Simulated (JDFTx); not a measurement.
Cu(110) slab cut from bulk Cu (space group Fm-3m, indices of the conventional cell, lattice of the Materials Project entry mp-30, not re-optimised): 5 atoms in 5 planes, a (1×1) cell of 9.05 Å² (|a| = 3.577, |b| = 2.530 Å), 5.0 Å between the outermost planes, cell height 24.1 Å, 6×8×1 k mesh, Fermi smearing 0.01 Ha, no spin polarisation.

Adsorbate: OH on both faces at 1.00 monolayer, started ontop and relaxed in vacuum, keeping the symmetry of the start.

Computed with a modified build of JDFTx: PBE, GBRV ultrasoft potentials, plane waves to 20/100 Ha. The adsorption energy per OH is [E(slab + 2 OH) − E(slab)]/2 − (E(H2O) − ½ E(H2)), with the gas molecules relaxed at the same level and slab energies taken as (E + F)/2, the usual estimate of zero smearing. In reaction energies these potentials put H₂ about 0.03 eV too high against large-basis PBE. No zero-point energy or vibrational entropy is included. Both faces are alike, and the cell allows no reconstruction beyond its size.

Task: Predict the adsorption energy and the geometry, and the change of the work function.

Result: 0.62 eV. O sits 1.77 Å above the highest substrate atom, bound to 1 Cu at 1.82 Å; O–H is 1.01 Å. The work function goes from 4.36 to 6.74 eV. In CANDLE, water, 1 M KCl, at zero charge, the adsorption energy is 0.63 eV and the potential of zero charge moves from -0.39 to 2.20 V vs SHE (4.44 V convention).
